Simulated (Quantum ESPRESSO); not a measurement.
In2LiOs2RhAl2, input and log of a self-consistent run

Simulated, not a measurement. The program is pw.x of Quantum ESPRESSO 7.5 (plane-wave density functional theory). The cell is made up: eight metal atoms on a hexagonal close-packed lattice, with elements, volume, strain and displacements drawn at random and not relaxed, so it may be unstable or far from any real phase. PseudoDojo standard norm-conserving files set the functional (PBE unless stated); there is no spin polarisation or spin-orbit coupling, the Fermi-Dirac width of 0.25 eV means electrons at about 2900 K, and the masses in the input are unused placeholders. Heavy elements are run without spin-orbit coupling, which real alloys of them have. A spin test at this wide smearing found no moment, but such smearing suppresses magnetism that the real alloy may have.

Input:

```
&control calculation='scf', pseudo_dir='./dojo.nc.sr.pbe.v0_5.standard.upf', outdir='./o', disk_io='minimal', tprnfor=.true., tstress=.true. /
&system ibrav=0, nat=8, ntyp=5, nbnd=55, ecutwfc=87.97787729, nosym=.true., tot_charge=0,
 occupations='smearing', smearing='fd', degauss=0.0183746611
/
&electrons conv_thr=1.470e-08, electron_maxstep=70, mixing_beta=0.5 /
ATOMIC_SPECIES
Al 1.0 Al.upf
In 1.0 In.upf
Li 1.0 Li.upf
Os 1.0 Os.upf
Rh 1.0 Rh.upf
CELL_PARAMETERS angstrom
2.8346 -0.0366 4.5133
2.719 0.0434 -4.4394
-2.7709 5.0011 -0.0812
ATOMIC_POSITIONS angstrom
In 0.128 0.089 0.025
Li -1.4011 2.5488 -0.0926
Os 2.7403 1.7027 -2.1387
Os 1.4202 4.1639 -2.1855
In 2.6933 -0.0826 0.1357
Rh 1.4594 2.4806 -0.0326
Al 2.8469 1.6746 2.3502
Al 1.3428 4.1929 2.1971
K_POINTS automatic
6 6 5 1 1 1
```

The log is shortened where brackets say so; the opening notice, blank lines, dates and the lines on written files are dropped, and the path of the files is cut. It prints rydbergs, bohrs and kilobars, and counts compression as positive stress. Its total energy is the free energy E - TS of the whole cell.

```
     Program PWSCF v.7.5
     Parallel version (MPI & OpenMP), running on       4 processor cores
     Number of MPI processes:                 4
     Threads/MPI process:                     1
     [start-up lines left out]
     bravais-lattice index     =            0
     lattice parameter (alat)  =      10.0718  a.u.
     unit-cell volume          =     839.3561 (a.u.)^3
     number of atoms/cell      =            8
     number of atomic types    =            5
     number of electrons       =        84.00
     number of Kohn-Sham states=           55
     kinetic-energy cutoff     =      87.9779  Ry
     charge density cutoff     =     351.9115  Ry
     scf convergence threshold =      1.5E-08
     mixing beta               =       0.5000
     number of iterations used =            8  plain     mixing
     Exchange-correlation= PBE
                           (   1   4   3   4   0   0   0)
     [axes and pseudopotential details left out]
   Cartesian axes
     site n.     atom                  positions (alat units)
         1        In     tau(   1) = (   0.0240162   0.0166987   0.0046907  )
         2        Li     tau(   2) = (  -0.2628832   0.4782218  -0.0173742  )
         3        Os     tau(   3) = (   0.5141523   0.3194712  -0.4012763  )
         4        Os     tau(   4) = (   0.2664668   0.7812570  -0.4100572  )
         5        In     tau(   5) = (   0.5053338  -0.0154979   0.0254609  )
         6        Rh     tau(   6) = (   0.2738218   0.4654257  -0.0061166  )
         7        Al     tau(   7) = (   0.5341532   0.3141989   0.4409592  )
         8        Al     tau(   8) = (   0.2519445   0.7866982   0.4122337  )
     number of k points=    90  Fermi-Dirac smearing, width (Ry)=  0.0184
                       cart. coord. in units 2pi/alat
        k(    1) = (   0.1597140   0.1950571  -0.0003193), wk =   0.0222222
        k(    2) = (   0.1594278   0.4080724   0.0015879), wk =   0.0222222
     [further k points left out]
     Dense  grid:    93577 G-vectors     FFT dimensions: (  64,  60,  72)
     Estimated max dynamical RAM per process >     391.82 MB
     Estimated total dynamical RAM >       1.46 GB
     Initial potential from superposition of free atoms
     starting charge      83.9817, renormalised to      84.0000
     Starting wfcs are   58 randomized atomic wfcs
     total cpu time spent up to now is        9.5 secs
     per-process dynamical memory:   321.0 Mb
     Self-consistent Calculation
     iteration #  1     ecut=    87.98 Ry     beta= 0.50
     Davidson diagonalization with overlap
     ethr =  1.00E-02,  avg # of iterations =  5.9
     total cpu time spent up to now is       37.3 secs
     total energy              =    -928.24572326 Ry
     estimated scf accuracy    <       0.95318849 Ry
     iteration #  2     ecut=    87.98 Ry     beta= 0.50
     Davidson diagonalization with overlap
     ethr =  1.13E-03,  avg # of iterations =  2.2
     total cpu time spent up to now is       61.8 secs
     total energy              =    -928.26406324 Ry
     estimated scf accuracy    <       6.13963843 Ry
     iteration #  3     ecut=    87.98 Ry     beta= 0.50
     Davidson diagonalization with overlap
     ethr =  1.13E-03,  avg # of iterations =  2.0
     total cpu time spent up to now is       83.7 secs
     total energy              =    -928.74284527 Ry
     estimated scf accuracy    <       0.15667450 Ry
     iteration #  4     ecut=    87.98 Ry     beta= 0.50
     Davidson diagonalization with overlap
     ethr =  1.87E-04,  avg # of iterations =  2.2
     total cpu time spent up to now is      104.9 secs
     total energy              =    -928.75625442 Ry
     estimated scf accuracy    <       0.09311995 Ry
     iteration #  5     ecut=    87.98 Ry     beta= 0.50
     Davidson diagonalization with overlap
     ethr =  1.11E-04,  avg # of iterations =  2.1
     total cpu time spent up to now is      124.8 secs
     total energy              =    -928.76100027 Ry
     estimated scf accuracy    <       0.09813884 Ry
     [iterations 6 to 7 left out]
     iteration #  8     ecut=    87.98 Ry     beta= 0.50
     Davidson diagonalization with overlap
     ethr =  1.40E-07,  avg # of iterations =  4.5
     total cpu time spent up to now is      190.5 secs
     total energy              =    -928.77013488 Ry
     estimated scf accuracy    <       0.00011880 Ry
     iteration #  9     ecut=    87.98 Ry     beta= 0.50
     Davidson diagonalization with overlap
     ethr =  1.40E-07,  avg # of iterations =  1.7
     total cpu time spent up to now is      209.9 secs
     total energy              =    -928.77015017 Ry
     estimated scf accuracy    <       0.00003517 Ry
     iteration # 10     ecut=    87.98 Ry     beta= 0.50
     Davidson diagonalization with overlap
     ethr =  4.19E-08,  avg # of iterations =  1.0
     total cpu time spent up to now is      228.4 secs
     total energy              =    -928.77015327 Ry
     estimated scf accuracy    <       0.00000023 Ry
     iteration # 11     ecut=    87.98 Ry     beta= 0.50
     Davidson diagonalization with overlap
     ethr =  2.75E-10,  avg # of iterations =  4.2
     total cpu time spent up to now is      257.4 secs
     total energy              =    -928.77015341 Ry
     estimated scf accuracy    <       0.00000007 Ry
     iteration # 12     ecut=    87.98 Ry     beta= 0.50
     Davidson diagonalization with overlap
     ethr =  7.76E-11,  avg # of iterations =  1.5
     total cpu time spent up to now is      277.1 secs
     End of self-consistent calculation
     [lines on levels left out]
!    total energy              =    -928.77015342 Ry
     estimated scf accuracy    <          5.7E-09 Ry
     smearing contrib. (-TS)   =      -0.08443029 Ry
     internal energy E=F+TS    =    -928.68572313 Ry
     The total energy is F=E-TS. E is the sum of the following terms:
     one-electron contribution =    -315.19958700 Ry
     hartree contribution      =     209.19816143 Ry
     xc contribution           =    -208.72261608 Ry
     ewald contribution        =    -613.96168148 Ry
     convergence has been achieved in  12 iterations
     Forces acting on atoms (cartesian axes, Ry/au):
     atom    1 type  2   force =    -0.08952327   -0.01053198    0.03175430
     atom    2 type  3   force =    -0.00028915   -0.01055460    0.02081274
     atom    3 type  4   force =     0.01373553    0.00087913   -0.02218990
     atom    4 type  4   force =    -0.01022543   -0.00968602    0.03097968
     atom    5 type  2   force =     0.08470323    0.01553786   -0.05898966
     atom    6 type  5   force =    -0.02060547    0.02184460    0.04058559
     atom    7 type  1   force =    -0.01190302    0.04321996   -0.02496840
     atom    8 type  1   force =     0.03410759   -0.05070895   -0.01798435
     Total force =     0.177917     Total SCF correction =     0.000295
     Computing stress (Cartesian axis) and pressure
          total   stress  (Ry/bohr**3)                   (kbar)     P=       58.83
   0.00034275  -0.00026362  -0.00024993           50.42      -38.78      -36.77
  -0.00026362  -0.00013747  -0.00005711          -38.78      -20.22       -8.40
  -0.00024993  -0.00005711   0.00099448          -36.77       -8.40      146.29
     init_run     :      9.05s CPU      9.39s WALL (       1 calls)
     electrons    :    266.31s CPU    267.64s WALL (       1 calls)
     forces       :      2.63s CPU      2.64s WALL (       1 calls)
     stress       :      8.80s CPU      8.82s WALL (       1 calls)
     [timing details left out]
     PWSCF        :   4m46.97s CPU   4m48.68s WALL
     JOB DONE.
```

In other units: free energy -12636.562 eV for the cell, pressure 5.88 GPa, largest force component 2.302 eV/Å in size. The run took 290 s of wall time with four MPI processes on a shared machine (Intel Xeon, 2023 or later, virtual cores), so the time is rough. A rerun of this cell at a higher cutoff and on a denser mesh moved values by no more than 0.004 eV in energy, 0.03 GPa in stress and 0.003 eV/Å in force, and a second program with other atomic files agreed on that cell to 2 % rms in force and 0.5 GPa in pressure.